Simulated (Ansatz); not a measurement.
Theory: DFT PBE, scalar-relativistic, plane waves, PAW in Ansatz. Cutoff 420 eV, Γ-centred meshes of about 0.25 Å⁻¹ or finer for metals and 0.3 Å⁻¹ for insulators (2π included), Gaussian smearing. No spin polarisation.

This relaxed Zr3W4Se cell comes from a structure search over trial cells.

```cif
data_structure
_symmetry_space_group_name_H-M 'P 1'
_symmetry_Int_Tables_number 1
_cell_length_a 3.2307
_cell_length_b 3.2307
_cell_length_c 14.3495
_cell_angle_alpha 90.000
_cell_angle_beta 90.000
_cell_angle_gamma 90.000
_cell_volume 149.78
loop_
_atom_site_label
_atom_site_type_symbol
_atom_site_fract_x
_atom_site_fract_y
_atom_site_fract_z
_atom_site_occupancy
Zr1 Zr 0.50000 0.50000 0.86053 1
Zr2 Zr 0.00000 0.00000 0.28282 1
Zr3 Zr 0.50000 0.50000 0.12441 1
W1 W 0.50000 0.50000 0.40979 1
W2 W 0.00000 0.00000 0.51338 1
W3 W 0.50000 0.50000 0.62902 1
W4 W 0.00000 0.00000 0.73189 1
Se1 Se 0.00000 0.00000 0.00316 1
```

Q: Does it survive phonon and random-displacement tests?

A: It is locally stable on this q mesh, but a lower structure lies near. The phonons on a 2×2×1 q mesh of the computed 8-atom cell show no imaginary mode. (Phonon run: 10×10×2 k mesh, Gaussian smearing of 0.10 eV.) With atoms moved at random and symmetry off, it falls by 35 meV/atom into Amm2 (No. 38). Conventional cell: a = 3.257 Å, b = 3.264 Å, c = 28.389 Å. Zr on its first site is surrounded by 2 Se at 2.80 Å, 4 W at 2.93 Å, 4 Zr at 3.26 Å and 1 W at 3.28 Å; Zr on its second site has 4 W at 2.92 Å, 8 Zr at 3.20–3.26 Å, 1 W at 3.27 Å and 1 Se at 3.72 Å; W on its first site is surrounded by 4 W at 2.74 Å, 4 Zr at 2.92 Å and 5 W at 3.13–3.26 Å; Se is surrounded by 6 Zr at 2.75–2.80 Å, 4 Se at 3.26 Å and 1 Zr at 3.72 Å; 4 more sites not described.

```cif
data_structure
_symmetry_space_group_name_H-M 'Amm2'
_symmetry_Int_Tables_number 38
_cell_length_a 3.2566
_cell_length_b 3.2644
_cell_length_c 28.3886
_cell_angle_alpha 90.000
_cell_angle_beta 90.000
_cell_angle_gamma 90.000
_cell_volume 301.79
loop_
_atom_site_label
_atom_site_type_symbol
_atom_site_symmetry_multiplicity
_atom_site_Wyckoff_symbol
_atom_site_fract_x
_atom_site_fract_y
_atom_site_fract_z
_atom_site_occupancy
Zr1 Zr 2 a 0.00000 0.00000 0.29303 1
Zr2 Zr 2 b 0.50000 0.00000 0.08181 1
Zr3 Zr 2 a 0.00000 0.50000 0.15983 1
W1 W 2 a 0.00000 0.50000 0.01882 1
W2 W 2 b 0.50000 0.50000 0.46655 1
W3 W 2 a 0.00000 0.00000 0.40856 1
W4 W 2 b 0.50000 0.50000 0.35644 1
Se1 Se 2 b 0.50000 0.00000 0.21276 1
```

These runs have no spin–orbit coupling, which can matter for W. Phonons of metals hang on the k mesh and the smearing.
